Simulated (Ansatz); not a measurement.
This SnF5 structure is the end of a relaxation. The cell was found from a structure generator's guess, not taken from experiment.

All numbers below come from Ansatz 0.2.0, DFT PBE, scalar-relativistic, plane waves, PAW. Cutoff 420 eV, Γ-centred mesh, Gaussian smearing, no spin polarisation.

```cif
data_structure
_symmetry_space_group_name_H-M 'P 1'
_symmetry_Int_Tables_number 1
_cell_length_a 4.1763
_cell_length_b 4.1763
_cell_length_c 4.1859
_cell_angle_alpha 90.000
_cell_angle_beta 90.000
_cell_angle_gamma 120.000
_cell_volume 63.23
loop_
_atom_site_label
_atom_site_type_symbol
_atom_site_fract_x
_atom_site_fract_y
_atom_site_fract_z
_atom_site_occupancy
Sn1 Sn 0.00000 0.00000 0.50000 1
F1 F 0.33333 0.66667 0.25775 1
F2 F 0.33333 0.66667 0.74225 1
F3 F 0.66667 0.33333 0.74225 1
F4 F 0.66667 0.33333 0.25775 1
F5 F 0.00000 0.00000 0.00000 1
```

Formation energies are uncorrected and refer to the elements' standard structures at the same level (F₂ as a molecule). The references include grey tin.

Question: What space group does it have?

Answer: P6/mmm (No. 191). Conventional cell: a = 4.176 Å, c = 4.186 Å. Sn has 2 F at 2.09 Å and 12 F at 2.62 Å; around F on a site of symmetry 3m lie 1 F at 2.03 Å, 1 F at 2.16 Å, 3 F at 2.41 Å, 3 Sn at 2.62 Å and 3 F at 2.64 Å; around F on a site of symmetry 6/mmm lie 2 Sn at 2.09 Å and 12 F at 2.64 Å.

Question: What is its formation energy per atom?

Answer: −1.08 eV/atom.

Question: Is it a metal?

Answer: Yes, bands cross the Fermi level on the 12×12×10 mesh.

The last run used a 12×12×10 mesh (in the run's order of axes) for its 6-atom cell and Gaussian smearing of 0.10 eV. No dispersion correction is applied, so the spacing and binding between layers, chains or molecules are poorly described. An odd number of electrons in the primitive cell allows no gap without spin; a larger cell or a magnetic state could open one. The cell is a metal run without spin; a magnetic state may lie lower. Symmetry constrained the relaxation, so the result can be a saddle point. Another cell of SnF5 relaxed alike, in P4/mmm, lies 0.59 eV/atom lower, so this cell isn't the stable form at this level.
